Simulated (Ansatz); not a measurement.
An Ansatz (a first-principles code) run. Input:

Ansatz 0.2 input:
```yaml
crystal:
  lattice:
    - [5.8489189478, 0.0, 0.0]
    - [0.0, 3.6779085169, 0.0]
    - [0.0, 0.0, 8.953320834]
  atoms:
    - { symbol: Ti, position: [0.4944080296, 0.25, 0.8646864695] }
    - { symbol: Ti, position: [0.5055919704, 0.75, 0.1353135305] }
    - { symbol: Ti, position: [0.0055919704, 0.75, 0.3646864695] }
    - { symbol: Ti, position: [0.9944080296, 0.25, 0.6353135305] }
    - { symbol: O, position: [0.4563952927, 0.75, 0.918305516] }
    - { symbol: O, position: [0.5436047073, 0.25, 0.081694484] }
    - { symbol: O, position: [0.0436047073, 0.25, 0.418305516] }
    - { symbol: O, position: [0.9563952927, 0.75, 0.581694484] }
    - { symbol: O, position: [0.7512266287, 0.25, 0.7633647017] }
    - { symbol: O, position: [0.2487733713, 0.75, 0.2366352983] }
    - { symbol: O, position: [0.7487733713, 0.75, 0.2633647017] }
    - { symbol: O, position: [0.2512266287, 0.25, 0.7366352983] }
kpoints:
  mp_grid: { grid: [4, 6, 3] }
hamiltonian:
  xc: lda
  pseudopotentials: { kind: paw }
scf:
  occupations: { method: fixed }
phonons:
  method: dfpt
  response_accuracy: low
  qmesh: [2, 3, 1]
  interpolated_qmesh: [9, 15, 6]
  dielectric: true
  rigid_motions: translations
  temperatures: { t_max: 1000, t_step: 50 }
  qpath:
    path:
      - [[0.0, 0.0, 0.0], [0.5, 0.0, 0.0], [0.5, 0.5, 0.0], [0.0, 0.5, 0.0], [0.0, 0.0, 0.0], [0.0, 0.0, 0.5], [0.5, 0.0, 0.5], [0.5, 0.5, 0.5], [0.0, 0.5, 0.5], [0.0, 0.0, 0.5]]  # Γ-X-S-Y-Γ-Z-U-R-T-Z
      - [[0.5, 0.0, 0.0], [0.5, 0.0, 0.5]]  # X-U
      - [[0.0, 0.5, 0.0], [0.0, 0.5, 0.5]]  # Y-T
      - [[0.5, 0.5, 0.0], [0.5, 0.5, 0.5]]  # S-R
    npoints: 7
```

Output (shortened):

```
WARN phonons: the dynamical matrix that this run interpolates holds no multipole term above the dipole-dipole one, and a site of this crystal is no centre of …
zone centre: on kpoints.mp_grid the ground state, and the responses unless they are solved on pairs of k-points, stand on 38 of the mesh's 72 k-points, reduced …
Pseudopotentials: kind: paw
Pseudopotential: Ti, paw, valence charge 12
Pseudopotential: O, paw, valence charge 6
Functional definition: SPW92
Crystal: 12 atoms, lattice volume = 192.602 Å³
Basis set: ecut = 420 eV, 3779 PW (Γ), exchange–correlation on 80×60×120 points (8 copies of the dense FFT grid, shifted against one another)
Bands: 60, of which v1, the nominal top of the filled ones, is band 48 counted from 1 (47 counted from 0)
Symmetry: 8 space group operations
k-points: 38 of 72 (irreducible under 1 space group operation, time reversal used)
PAW frozen core: Ti, regenerated for the run's functional, and the local potential with it
PAW frozen core: O, regenerated for the run's functional, and the local potential with it
Initial wavefunctions: pseudopotential atomic-orbital guess
Eigensolver: davidson
Functional: x = slater, c = lda
all-band conjugate gradients solve this SCF's bands
SCF 1 converged in 13 iterations: F = -14259.745817 eV  dr2 = 9.02e-12
── the response to a field inside a basis, on 4×6×4 k-points: an SCF that follows is theirs, and a resumed run solves both again ──
Crystal: 12 atoms, lattice volume = 192.602 Å³
Bands: 49, of which v1, the nominal top of the filled ones, is band 48 counted from 1 (47 counted from 0)
k-points: 12 of 96
Initial density: handed on by an earlier stage of this run
Initial wavefunctions: pseudopotential atomic-orbital guess (no wavefunctions were taken with the density)
Eigensolver: Dense (12 Hₖ)
all-band conjugate gradients don't solve this SCF's bands (scf.eigensolver.kind)
SCF 1 converged in 7 iterations: F = -14259.560911 eV  dr2 = 3.15e-8
SCF converged after 13 iterations
Free energy (F): -14259.745817 eV
Harris-Foulkes:  -14259.745817 eV  (|F-HF|=1.82e-12)
Internal energy: -14259.745817 eV  (E = F + TS)
E sigma→0 (E₀):  -14259.745817 eV
Fermi energy:    2.529821 eV
--- Per-component energies (eV) ---
  E_band       = -1308.174142
  E_kinetic    = 2489.623918
  E_local      = -10781.784660  (includes V_loc(G=0)·N_el)
  E_nonlocal   = 427.893981
  E_hartree    = 4379.751890
  E_xc         = -967.752372
  E_vxc        = -1233.875665  (∫ρ·V_xc dr)
  E_paw        = -5166.033370  (= ΣΔE_a)
  E_vpaw       = -969.555938  (= ΣTr[D̂ρ^β])
  E_aug_tail   = 0.020542  (compensation charges beyond the density's cutoff)
  E_ewald      = -4643.544919
  E_core_change = 2.079173  (= ΣΔE_core)
  E_smearing   =  0.000000  (= −TS)
  E_closure    = 0.000000  (closes the sum)
  Σ components = -14259.745817   (vs F -14259.745817, Δ=0.00e0)
--- Band table (eV; the first three rows and the last of 38) ---
  k-point 0: bands = ["-52.4149", "-52.4103", "-52.3804", "-52.3757", "-29.2448", "-29.2251", "-29.2142", "-29.1630", "-29.1034", "-29.0608", "-29.0322", "-29.0235", "-28.9909", "-28.9367", "-28.9310", "-28.9221", "-14.2106", "-14.0015", "-13.2686", …
  k-point 1: bands = ["-52.4139", "-52.4116", "-52.3791", "-52.3768", "-29.2364", "-29.2214", "-29.2154", "-29.1865", "-29.0871", "-29.0680", "-29.0302", "-29.0258", "-28.9755", "-28.9486", "-28.9286", "-28.9242", "-14.1654", "-14.0623", "-13.2553", …
  k-point 2: bands = ["-52.4117", "-52.4071", "-52.3819", "-52.3772", "-29.2448", "-29.2218", "-29.2147", "-29.1678", "-29.1072", "-29.0864", "-29.0734", "-29.0627", "-28.9665", "-28.9481", "-28.9352", "-28.9235", "-14.0324", "-13.8178", "-13.1421", …
  k-point 37: bands = ["-52.3918", "-52.3918", "-52.3918", "-52.3918", "-29.2306", "-29.2306", "-29.2306", "-29.2306", "-29.1352", "-29.1352", "-29.1352", "-29.1352", "-28.9491", "-28.9491", "-28.9491", "-28.9491", "-13.1252", "-13.1252", "-13.1252", …
  band table: 60 of 60 bands, residual norms ≤ 1.0e-3 eV
--- Phonons (Γ-DFPT): 9 representative perturbations + reference, on 38 of 72 k-points (Σ response iterations 35) ---
  k mesh reduced under 1 symmetry operation, with k and −k counted as one. Each operation leaves every solved perturbation unchanged …
  ASR residual: 2.965e-4 → 0.000e0 eV/Å²; symmetrization residual: 9.164e-5 eV/Å²
  ASR residual per site (eV/Å²): 2.97e-4 2.97e-4 2.97e-4 2.97e-4 9.74e-5 9.74e-5 9.74e-5 9.74e-5 1.85e-4 1.85e-4 1.85e-4 1.85e-4
  Γ frequencies (cm⁻¹): 0.00 0.00 0.00 26.47 84.10 116.62 131.35 177.65 184.75 191.53 210.25 223.39 225.41 242.88 244.69 253.22 253.32 282.14 296.20 365.84 383.63 453.70 463.97 491.37 492.20 501.83 531.55 542.73 543.31 638.25 683.69 684.18 684.64 714.48 908.35 1026.42
  ε∞ (high-frequency dielectric tensor):
        4.347938     0.000000     0.000000
        0.000000     4.404602     0.000000
        0.000000     0.000000     4.279725
  ε⁰ (static dielectric tensor: ions relaxed, cell fixed):
       10.479395     0.000000     0.000000
        0.000000    16.043052     0.000000
        0.000000     0.000000    11.099182
  ε⁰ − ε∞ (ionic part):
        6.131457     0.000000     0.000000
        0.000000    11.638451     0.000000
        0.000000     0.000000     6.819457
  softest optical mode at Γ: 26.47 cm⁻¹; the repairs (sum rule, projections) moved no ω² at Γ by more than (7.77 cm⁻¹)²
  Born effective charges Z* (e; rows j = field, columns β = displacement):
    site 0:
         5.37408    0.00000    0.35205
         0.00000    5.57307    0.00000
         0.09852    0.00000    5.09266
    site 1:
         5.37408    0.00000    0.35205
         0.00000    5.57307    0.00000
         0.09852    0.00000    5.09266
    site 2:
         5.37408    0.00000   -0.35205
         0.00000    5.57307    0.00000
        -0.09852    0.00000    5.09266
    site 3:
         5.37408    0.00000   -0.35205
         0.00000    5.57307    0.00000
        -0.09852    0.00000    5.09266
    site 4:
        -0.71309    0.00000   -0.16804
         0.00000   -4.65863    0.00000
        -0.15625    0.00000   -2.74537
    site 5:
        -0.71309    0.00000   -0.16804
         0.00000   -4.65863    0.00000
        -0.15625    0.00000   -2.74537
    site 6:
        -0.71309    0.00000    0.16804
         0.00000   -4.65863    0.00000
         0.15625    0.00000   -2.74537
    site 7:
        -0.71309    0.00000    0.16804
         0.00000   -4.65863    0.00000
         0.15625    0.00000   -2.74537
    site 8:
        -4.66098    0.00000    2.84831
         0.00000   -0.91444    0.00000
         2.70976    0.00000   -2.34729
    site 9:
        -4.66098    0.00000    2.84831
         0.00000   -0.91444    0.00000
         2.70976    0.00000   -2.34729
    site 10:
        -4.66098    0.00000   -2.84831
         0.00000   -0.91444    0.00000
        -2.70976    0.00000   -2.34729
    site 11:
        -4.66098    0.00000   -2.84831
         0.00000   -0.91444    0.00000
        -2.70976    0.00000   -2.34729
  Z* charge neutrality: 9.026e-3 e pre-enforcement
  solved inside a basis spanned on kpoints, on 4×6×4 k-points, its susceptibility summed on 6×10×4: ε∞ is read to err by 3.1e-2, Z* by 3.3e-2 e (field_mesh …
  optical modes at Γ without the LO–TO term, one row a degenerate level:
      ω (cm⁻¹)  modes    IR ((D/Å)²/amu)
         26.47      1             0.0000
         84.10      1             0.0516
        116.62      1             0.0000
        131.35      1             0.0000
        177.65      1             0.0000
        184.75      1             0.0000
        191.53      1             0.0000
        210.25      1             0.0000
        223.39      1             0.0000
        225.41      1             0.0000
        242.88      1             0.6713
        244.69      1             0.0000
        253.22      1            23.2981
        253.32      1             0.0000
        282.14      1             1.7907
        296.20      1             2.0031
        365.84      1             3.4129
        383.63      1             0.0000
        453.70      1             0.0000
        463.97      1           109.9951
        491.37      1             0.0000
        492.20      1           166.5871
        501.83      1             0.0000
        531.55      1             0.0000
        542.73      1             1.8028
        543.31      1             0.0000
        638.25      1           112.9774
        683.69      1             0.0000
        684.18      1             0.0000
        684.64      1             0.0000
        714.48      1           112.6743
        908.35      1            53.5087
       1026.42      1             0.0000
  optical modes at Γ + LO–TO along q̂ = [1.0000, 0.0000, 0.0000]:
      ω (cm⁻¹)  modes    IR ((D/Å)²/amu)
         26.47      1             0.0000
         84.42      1             0.0088
        116.62      1             0.0000
        131.35      1             0.0000
        177.65      1             0.0000
        184.75      1             0.0000
        191.53      1             0.0000
        210.25      1             0.0000
        223.39      1             0.0000
        225.41      1             0.0000
        242.88      1             0.6713
        244.69      1             0.0000
        253.22      1            23.2981
        253.32      1             0.0000
        282.14      1             1.7907
        299.28      1             0.2573
        370.17      1             0.4542
        383.63      1             0.0000
        453.70      1             0.0000
        463.97      1           109.9951
        491.37      1             0.0000
        492.20      1           166.5871
        501.83      1             0.0000
        531.55      1             0.0000
        542.73      1             1.8028
        543.31      1             0.0000
        674.24      1             1.7767
        683.69      1             0.0000
        684.18      1             0.0000
        684.64      1             0.0000
        908.35      1            53.5087
       1023.15      1           228.6224
       1026.42      1             0.0000
  optical modes at Γ + LO–TO along q̂ = [0.0000, 1.0000, 0.0000]:
      ω (cm⁻¹)  modes    IR ((D/Å)²/amu)
         26.47      1             0.0000
         84.10      1             0.0516
        116.62      1             0.0000
        131.35      1             0.0000
        177.65      1             0.0000
        184.75      1             0.0000
        191.53      1             0.0000
        210.25      1             0.0000
        223.39      1             0.0000
        225.41      1             0.0000
        242.88      1             0.6713
        244.69      1             0.0000
        253.32      1             0.0000
        282.14      1             1.7907
        283.63      1             1.6868
        296.20      1             2.0031
        365.84      1             3.4129
        383.63      1             0.0000
        453.70      1             0.0000
        463.97      1           109.9951
        491.37      1             0.0000
        501.83      1             0.0000
        531.55      1             0.0000
        542.73      1             1.8028
        543.31      1             0.0000
        638.25      1           112.9774
        683.69      1             0.0000
        684.18      1             0.0000
        684.64      1             0.0000
        714.48      1           112.6743
        838.65      1           188.1985
        908.35      1            53.5087
       1026.42      1             0.0000
  optical modes at Γ + LO–TO along q̂ = [0.0000, 0.0000, 1.0000]:
      ω (cm⁻¹)  modes    IR ((D/Å)²/amu)
         26.47      1             0.0000
         84.10      1             0.0516
        116.62      1             0.0000
        131.35      1             0.0000
        177.65      1             0.0000
        184.75      1             0.0000
        191.53      1             0.0000
        210.25      1             0.0000
        223.39      1             0.0000
        225.41      1             0.0000
        243.98      1             0.0630
        244.69      1             0.0000
        253.22      1            23.2981
        253.32      1             0.0000
        284.66      1             0.1681
        296.20      1             2.0031
        365.84      1             3.4129
        383.63      1             0.0000
        453.70      1             0.0000
        491.37      1             0.0000
        492.20      1           166.5871
        501.83      1             0.0000
        531.55      1             0.0000
        540.97      1             0.2901
        543.31      1             0.0000
        638.25      1           112.9774
        658.61      1            54.0104
        683.69      1             0.0000
        684.18      1             0.0000
        684.64      1             0.0000
        714.48      1           112.6743
       1020.12      1           113.2369
       1026.42      1             0.0000
  non-analytic LO–TO correction: the dipole-dipole term of the run's Born effective charges and high-frequency dielectric tensor (where they are solved with …
--- Phonons (arbitrary-q DFPT): 4 irreducible q on the 2×3×1 mesh ---
  q = [0.0000, 0.0000, 0.0000] (star 1, of the zone-centre solve; hermiticity 4.71e-6, symmetrization 2.35e-6):  0.00  0.00 0.00 26.47 84.10 116.62 131.35 177.65 184.75 191.53 210.25 223.39 225.41 242.88 244.69 253.22 253.32 282.14 296.20 365.84 383.63 453.70 …
  q = [0.0000, 0.3333, 0.0000] (star 2, 9 solved perturbations on 42 of 72 k-point pairs; hermiticity 3.85e-6, symmetrization 2.10e-11): 42.91 47.86 95.61 126.59 137.70 152.60 166.27 171.26 173.96 204.58 231.95 266.19 290.02 299.19 308.05 318.55 341.27 351.91 …
  q = [-0.5000, 0.0000, 0.0000] (star 1, 9 solved perturbations on 28 of 72 k-point pairs; hermiticity 2.28e-5, symmetrization 1.14e-5): 76.92 76.92 79.61 79.61 142.40 142.40 175.17 175.17 189.35 189.35 199.54 199.54 235.30 235.30 240.18 240.18 251.17 251.17 …
  q = [-0.5000, 0.3333, 0.0000] (star 2, 9 solved perturbations on 42 of 72 k-point pairs; hermiticity 1.29e-5, symmetrization 6.43e-6): 98.26 98.26 119.90 119.90 168.55 168.55 191.62 191.62 210.88 210.88 245.81 245.81 264.43 264.43 283.22 283.22 367.66 …
  sum rule: each row above includes the acoustic sum rule's correction from the zone centre's row sums; it moved no ω² by more than (1.89 cm⁻¹)²
  mesh force constants: q→R imaginary residual 1.01e-16; ASR residual 2.965e-4 → 0.000e0 eV/Å²; symmetrization residual 7.105e-15 eV/Å²
  interpolated dispersion: 89 rows × 36 modes
  density of states and harmonic sums: on the 9×15×6 q-mesh, interpolated from the force constants of a 2×3×1 supercell (with the dipole–dipole term)
  largest difference from the sums on the solved wave vectors: F 7.68e-2 eV, S 1.21e-4 and C_V 4.17e-5 eV/K
  zero-point energy: 0.891616 eV/cell   skipped modes (ω ≤ 0): 3   left out of the sums: 1.03e-4 of the cell's modes …
```

Cost: about 40 core-minutes (a rough figure) on shared cores.

Space group Pnma. The first step of the workflow began from a Materials Project structure, measured or hypothetical; the Crystallography Open Database files this formula in space group No. 62, but the cells were not matched. It is not the phase usual at ambient conditions (space group No. 61, 136, 141). Symmetry was held in the LDA relaxation. The run is not spin-polarised.

Potentials: the later of the program's two PAW sets.

Ansatz is a plane-wave DFT program.
